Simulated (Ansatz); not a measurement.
# CdSi2Te4: settings compared (Ansatz)

input.yaml:

```yaml
crystal:
  lattice:
    - [0.0, 5.942318, 0.0]
    - [5.942318, 0.0, 0.0]
    - [2.971159, 2.971159, -5.938008]
  atoms:
    - { symbol: Cd, position: [0.0, 0.0, 0.0] }
    - { symbol: Si, position: [0.5, 0.5, 0.0] }
    - { symbol: Si, position: [0.75, 0.25, 0.5] }
    - { symbol: Te, position: [0.37, 0.39, 0.74] }
    - { symbol: Te, position: [0.61, 0.11, 0.26] }
    - { symbol: Te, position: [0.89, 0.87, 0.74] }
    - { symbol: Te, position: [0.13, 0.63, 0.26] }
  symmetry: { tolerance: 0.0003 }
kpoints:
  mp_grid: { grid: [4, 4, 4], shift: [0, 0, 0] }
magnetization:
  spin_polarized: false
scf:
  occupations: { method: fermi_dirac }
hamiltonian:
  pseudopotentials: { kind: paw }
  xc: pbe
basis:
  ecutwfc: 420
output:
  forces: true
  stress: true
  eigenvalues: true
```

Run with:

```bash
ansatz run input.yaml --threads 1 --pin off --max-ram 2560MiB --backend cpu --events-out ev --progress --plain --runs-dir out
```

Origin of the cell: a known structure type with other elements, at an estimated volume, so it need not be a known compound.

The smearing width isn't typed, so it takes its default of 0.1 eV.

Output of this run (shortened):

```
SCF iter   1: F=—  HF=-37444.427313 eV  Δρ=1.82e-3  dr2=1.09e-2
SCF iter   2: F=—  HF=-37444.429177 eV  Δρ=1.01e-3  dr2=3.58e-3
SCF iter   3: F=—  HF=-37444.428571 eV  Δρ=4.73e-4  dr2=5.45e-4
SCF iter   4: F=—  HF=-37444.428456 eV  Δρ=1.25e-4  dr2=5.75e-5
SCF iter   5: F=—  HF=-37444.428460 eV  Δρ=4.53e-5  dr2=8.35e-6
SCF iter   6: F=—  HF=-37444.428460 eV  Δρ=1.77e-5  dr2=7.71e-7
SCF iter   7: F=—  HF=-37444.428460 eV  Δρ=6.21e-6  dr2=1.05e-7
SCF iter   8: F=-37444.428460 eV  HF=-37444.428460 eV  Δρ=1.96e-6  dr2=1.51e-8
SCF 1 converged in 8 iterations: F = -37444.428460 eV  dr2 = 1.51e-8
SCF converged after 8 iterations
Free energy (F): -37444.428460 eV
Harris-Foulkes:  -37444.428460 eV  (|F-HF|=8.22e-9)
Internal energy: -37444.251419 eV  (E = F + TS)
E sigma→0 (E₀):  -37444.339939 eV
Entropy (-TS):   -0.177041 eV (-25.292 meV/atom)
Fermi energy:    8.902064 eV
--- Per-component energies (eV) ---
  E_band       = -1597.831337
  E_kinetic    = 1311.422451
  E_local      = -10366.382237  (includes V_loc(G=0)·N_el)
  E_nonlocal   = -1154.375569
  E_hartree    = 5704.274545
  E_xc         = -786.440814
  E_vxc        = -734.359006  (∫ρ·V_xc dr)
  E_paw        = -23756.545926  (= ΣΔE_a)
  E_vpaw       = -2062.687265  (= ΣTr[D̂ρ^β])
  E_aug_tail   = -0.000717  (compensation charges beyond the density's cutoff)
  E_ewald      = -8396.203150
  E_smearing   = -0.177041  (= −TS)
  Σ components = -37444.428460   (vs F -37444.428460, Δ=0.00e0)
--- Forces (eV/Å), atoms counted from 1 ---
  atom   1  Cd     0.000000    -0.000000     0.000000
  atom   2  Si    -0.000000    -0.000000     0.000000
  atom   3  Si    -0.000000    -0.000000     0.000000
  atom   4  Te     1.170383     0.426380     1.259752
  atom   5  Te     0.426380    -1.170383    -1.259752
  atom   6  Te    -1.170383    -0.426380     1.259752
  atom   7  Te    -0.426380     1.170383    -1.259752
  max |Σ_I F_I| component: 2.22e-16 eV/Å
--- Stress (GPa, compression-positive) ---
        7.480723      -0.000000      -0.000000
        0.000000       7.480723       0.000000
       -0.000000       0.000000       8.193543
  P = ⅓ Tr σ = 7.7183 GPa (77.183 kbar)
```

The same input was run again with these changes:

1. `scf.occupations.method` fermi_dirac → tetrahedron
2. `scf.mixing.algorithm` default → anderson; `scf.mixing.beta` default → 0.1; `hamiltonian.xc` pbe → pbesol
3. `basis.ecutwfc` 420 → "400 eV"; `kpoints.mp_grid.shift` [0, 0, 0] → [0.5, 0.5, 0.5]
4. `accuracy` default → low; `kpoints.mp_grid.grid` [4, 4, 4] → [3, 3, 3]; `crystal.symmetry` { tolerance: 0.0003 } → { detect: false }

| run | end | SCF iterations | P (GPa) | max force component (eV/Å) | moment (μB) | ΔE(σ→0) (meV/atom) |
| --- | --- | --- | --- | --- | --- | --- |
| base | converged | 8 | 7.72 | 1.260 | – | 0 |
| 1 | converged | 8 | 7.80 | 1.278 | – | -2.60 |
| 2 | converged | 11 | 5.24 | 1.146 | – | – |
| 3 | converged | 7 | 7.81 | 1.256 | – | -1.11 |
| 4 | converged | 7 | 7.75 | 1.252 | – | -12.12 |

Energies are compared only where functional, datasets, charge and starting cell are the same.

Not properties of the system: run 4 (too coarse or loose: `accuracy` = low, `kpoints.mp_grid.grid` = [3, 3, 3]).

Caveats of the base run: no spin-orbit coupling, though heavy elements are present.

Run 1: forces and stress under tetrahedra may miss the slope of the energy.
Run 3: the cutoff lies below the datasets' advice; the k mesh keeps only part of the crystal's symmetry.
Run 4: the k mesh is coarse if the cell is a metal.

The base run ran for 15 s on 1 thread of Arm Neoverse V1, on a shared host, peak memory 0.45 GiB, from the program's own first density.
